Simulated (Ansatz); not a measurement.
Au (bcc (W type), space group No. 229) under volume change, the program Ansatz at the LDA level (PAW), scaled uniformly.

| V (Å³/atom) | E − E(relaxed) (meV/atom) | P (GPa) |
|---|---|---|
| 15.108 | [?] | [?] |
| 15.606 | 41.5 | 14.30 |
| 16.104 | 9.7 | 6.45 |
| 16.602 | 0.0 | 0.00 |
| 17.101 | [?] | [?] |
| 17.599 | 31.8 | -9.59 |
| 18.097 | 67.3 | -13.07 |

Q: What belongs in the gaps?

A: 
- 15.108, E − E(relaxed) (meV/atom): 100.4
- 15.108, P (GPa): 23.86
- 17.101, E − E(relaxed) (meV/atom): 8.5
- 17.101, P (GPa): -5.28

Q: What does a third-order Birch–Murnaghan fit give for V₀, B₀ and B′?

A: V₀ = 16.60 Å³/atom, B₀ = 194 GPa, B′ = 5.7.

Space group Im-3m (bcc (W type)). The first step of the workflow began from a Materials Project structure, measured or hypothetical; the Crystallography Open Database copy checked does not list it. It is not the phase usual at ambient conditions (space group No. 225). The cell was relaxed with LDA under the symmetry of its start. At this level the phase is mechanically unstable. Spin–orbit coupling is left out wherever it is not named.

Potentials: the later of the program's two PAW sets.
